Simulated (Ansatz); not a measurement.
Cu$_{3}$N in space group Pm-3m (No. 221; N on 1a, Cu on 3d) at seven volumes, plane-wave PAW PBEsol (Ansatz code), scaled uniformly. One row is withheld.

```
V (Å³/atom)  P (GPa)
-----------  -------
12.136         15.97
12.536          9.75
12.937          4.50
13.337          0.08
13.737             ?
14.137         -6.79
14.537         -9.43
```

Problem. Fit the shown pressures and predict the withheld one.

Solution. P = (3/2)B₀(x^(7/2) − x^(5/2))[1 + (3/4)(B′ − 4)(x − 1)] with x = (V₀/V)^(2/3). Least squares on the six rows gives V₀ = 13.345 Å³/atom, B₀ = 135 GPa, B′ = 4.67. At V = 13.737, x = 0.9809 and P = -3.65 GPa. The run itself gave -3.65 GPa.

The cell was relaxed with PBEsol under the symmetry of its start. The run is not spin-polarised. The volume moved by 20 % from the start of the relaxation. Its formation energy is positive at this level, so the cell may be metastable or incomplete.

Potentials: the later of the program's two PAW sets.
